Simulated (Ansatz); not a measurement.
CoSi2 (fluorite type, space group Fm-3m)

```
CoSi2
1.0
    0.00000     2.65746     2.65746
    2.65746     0.00000     2.65746
    2.65746     2.65746     0.00000
Co Si
1 2
Direct
  0.00000   0.00000   0.00000
  0.25000   0.25000   0.25000
  0.75000   0.75000   0.75000
```

In each cell atom 1 (Co, nearest neighbour Si at 2.301 Å; its periodic images, 3.8 Å or more away, move with it) moves by s·(1.000, 0.000, 0.000) (along Cartesian x), the rest being held.

Method: r2SCAN (plane waves to 500 eV, PAW, scalar-relativistic; Ansatz, a first-principles code). k mesh 12×12×12 (Γ-centred), Fermi-Dirac smearing 0.05 eV. The energy includes the smearing's −TS. With partly filled bands, energies and forces of such displacements shift with the k mesh and the smearing. CoSi2 is run without spin polarisation. CoSi2 was relaxed with its symmetry unable to fall. ΔE is measured from the undisplaced structure. The last digit holds for this mesh only.

| s (Å) | ΔE (meV/cell) |
|---|---|
| -0.690 | 2873.2 |
| -0.552 | 1908.0 |
| -0.414 | 1093.8 |
| -0.276 | withheld |
| -0.138 | 121.9 |
| 0.000 | 0.0 |
| 0.138 | 121.9 |
| 0.276 | withheld |
| 0.414 | 1093.8 |
| 0.552 | 1908.0 |
| 0.690 | 2873.2 |

**Question.** Fit an even polynomial form (powers 2, 4, 6) to the given rows and predict ΔE at s = 0.276.

**Answer.** Least squares on the 9 given rows: ΔE = (6454)·s² + (-181.3)·s⁴ + (-1469)·s⁶, in meV/cell with s in Å; root-mean-square residual 0.48 meV/cell. At 0.276 the fit gives 489.9 meV/cell; the calculation gives 488.3 meV/cell, so the interpolation is off by 1.6 (+0.3 %). The quadratic term alone would give 491.6 meV/cell.

(For displaced atoms, the force is minus the slope of the energy, and its curvature is a force constant, which sets phonon frequencies.)
